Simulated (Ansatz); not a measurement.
# CuMo: rattling a relaxed structure

It was reached by relaxing an invented guess, and it needn't be the stable form of this composition.

Method: Ansatz, DFT PBE, scalar-relativistic, plane waves, PAW. Cutoff 420 eV; k points 24×24×12 on the computed 2-atom cell (Γ-centred); Gaussian smearing, width 0.10 eV; no spin polarisation.

The cell below (2 atoms, space group P-6m2 (No. 187)) is relaxed within its symmetry.

```cif
data_structure
_symmetry_space_group_name_H-M 'P 1'
_symmetry_Int_Tables_number 1
_cell_length_a 2.6773
_cell_length_b 2.6773
_cell_length_c 4.5680
_cell_angle_alpha 90.000
_cell_angle_beta 90.000
_cell_angle_gamma 120.000
_cell_volume 28.36
loop_
_atom_site_label
_atom_site_type_symbol
_atom_site_fract_x
_atom_site_fract_y
_atom_site_fract_z
_atom_site_occupancy
Cu1 Cu 0.66667 0.33333 0.50000 1
Mo1 Mo 0.00000 0.00000 0.00000 1
```

For the test a repeat of it with 4 atoms (edges 2.68, 2.68, 9.14 Å) was strained at random (σ = 1.5 % a component), the atoms were moved at random (σ = 0.15 Å), and all was relaxed again on a coarse 12×12×4 mesh (in the run’s order of axes) with 0.20 eV smearing, with no symmetry imposed.

Question: What happens?

Answer: It returns, within 1 meV/atom of the unmoved cell on that mesh and with the same symmetry when read at 0.1 Å (Amm2 at 0.01 Å, so small strains and shifts remain). So it is stable against the distortions that fit this cell and that this random move excites. Modes that don't fit the cell aren't tested. Another cell of CuMo relaxed alike, in P4/mmm, lies 107 meV/atom lower, so this cell isn't the stable form at this level.
